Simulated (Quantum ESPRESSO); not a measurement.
# Kohn-Sham bands of HgI (I4/mmm)

```yaml
crystal:
  lattice:
    - [5.07044, 0.00000, 0.00000]
    - [0.00000, 5.07044, 0.00000]
    - [-2.53522, -2.53522, 5.88584]
  atoms:
    - { symbol: Hg, position: [0.88844, 0.88844, 0.77688] }
    - { symbol: Hg, position: [0.11156, 0.11156, 0.22312] }
    - { symbol: I, position: [0.65442, 0.65442, 0.30884] }
    - { symbol: I, position: [0.34558, 0.34558, 0.69116] }
```

Structure: Materials Project mp-22859, symmetrised, not relaxed again. COD (Crystallography Open Database) has an entry of this formula and space group (matched by these alone). Level: PBEsol, spinors with spin-orbit coupling; pw.x of Quantum ESPRESSO at 56 Ry with PseudoDojo potentials, 4×4×4 k-points, Wannier90. Density: 8×8×8 mesh, cold smearing 0.01 Ry.

List the Kohn-Sham levels between −8 and 4.5 eV relative to the valence-band maximum at the high-symmetry points, as a band run of pw.x on that density gives them (levels within 2 meV counted together).


```json
[
 {"point": "Γ", "k (reciprocal lattice)": "0.000 0.000 0.000", "levels (eV)": "-7.42 (×2), -6.84 (×2), -6.65 (×2), -6.56 (×2), -5.36 (×2), -5.17 (×2), -4.78 (×2), -4.59 (×4), -4.57 (×2), -3.18 (×2), -2.86 (×2), -2.79 (×2), -1.71 (×2), -1.20 (×2), -1.08 (×2), -0.54 (×2), 2.95 (×2), 4.13 (×2)"},
 {"point": "X", "k (reciprocal lattice)": "0.500 0.500 -0.500", "levels (eV)": "-7.40 (×2), -6.90 (×2), -6.64 (×2), -6.51 (×2), -5.37 (×2), -5.21 (×2), -4.77 (×2), -4.71 (×2), -4.51 (×4), -3.52 (×2), -2.83 (×2), -2.46 (×2), -2.21 (×2), -1.76 (×2), -1.30 (×2), -0.66 (×2), 2.71 (×2), 4.09 (×2)"},
 {"point": "P", "k (reciprocal lattice)": "0.500 0.500 -0.250", "levels (eV)": "-7.34 (×2), -6.91 (×2), -6.64 (×2), -6.51 (×2), -5.36 (×2), -5.15 (×2), -4.98 (×2), -4.67 (×2), -4.53 (×2), -4.51 (×2), -3.32 (×2), -3.21 (×2), -2.58 (×2), -2.40 (×2), -1.08 (×2), -1.06 (×2), -0.45 (×2), 1.52 (×2), 4.42 (×2)"},
 {"point": "N", "k (reciprocal lattice)": "0.500 0.000 0.000", "levels (eV)": "-7.33 (×2), -6.91 (×2), -6.67 (×2), -6.57 (×2), -5.31 (×2), -5.24 (×2), -4.94 (×2), -4.83 (×2), -4.62 (×2), -4.52 (×2), -4.02 (×2), -3.65 (×2), -1.29 (×2), -1.15 (×2), -0.62 (×2), -0.53 (×2), -0.17 (×2), 2.11 (×2), 2.94 (×2), 4.11 (×2)"},
 {"point": "M", "k (reciprocal lattice)": "0.000 0.000 0.500", "levels (eV)": "-7.40 (×2), -6.93 (×2), -6.67 (×2), -6.55 (×2), -5.34 (×2), -5.22 (×2), -4.92 (×2), -4.78 (×2), -4.59 (×2), -4.42 (×2), -3.90 (×2), -2.46 (×2), -2.05 (×2), -1.62 (×2), -1.36 (×2), -0.45 (×2), -0.11 (×2), 2.31 (×2), 4.32 (×2)"},
 {"point": "S", "k (reciprocal lattice)": "0.407 0.000 0.296", "levels (eV)": "-7.39 (×2), -6.91 (×2), -6.68 (×2), -6.56 (×2), -5.39 (×2), -5.20 (×2), -4.89 (×2), -4.79 (×2), -4.62 (×2), -4.48 (×2), -4.17 (×2), -3.09 (×2), -1.93 (×2), -1.36 (×2), -0.68 (×2), -0.47 (×2), -0.03 (×2), 2.99 (×2), 3.25 (×2), 4.33 (×2), 4.45 (×2)"},
 {"point": "S_0", "k (reciprocal lattice)": "0.593 0.000 -0.296", "levels (eV)": "-7.39 (×2), -6.91 (×2), -6.68 (×2), -6.56 (×2), -5.39 (×2), -5.20 (×2), -4.89 (×2), -4.79 (×2), -4.62 (×2), -4.48 (×2), -4.17 (×2), -3.09 (×2), -1.93 (×2), -1.36 (×2), -0.68 (×2), -0.47 (×2), -0.03 (×2), 2.99 (×2), 3.25 (×2), 4.33 (×2), 4.45 (×2)"},
 {"point": "R", "k (reciprocal lattice)": "0.593 0.407 -0.500", "levels (eV)": "-7.40 (×2), -6.90 (×2), -6.65 (×2), -6.51 (×2), -5.38 (×2), -5.21 (×2), -4.79 (×2), -4.72 (×2), -4.56 (×2), -4.48 (×2), -3.68 (×2), -2.82 (×2), -2.58 (×2), -1.94 (×2), -1.62 (×2), -0.95 (×2), -0.62 (×2), 2.70 (×2), 3.66 (×2)"},
 {"point": "G", "k (reciprocal lattice)": "0.407 0.407 0.093", "levels (eV)": "-7.40 (×2), -6.90 (×2), -6.65 (×2), -6.51 (×2), -5.38 (×2), -5.21 (×2), -4.79 (×2), -4.72 (×2), -4.56 (×2), -4.48 (×2), -3.68 (×2), -2.82 (×2), -2.58 (×2), -1.94 (×2), -1.62 (×2), -0.95 (×2), -0.62 (×2), 2.70 (×2), 3.66 (×2)"}
]
```
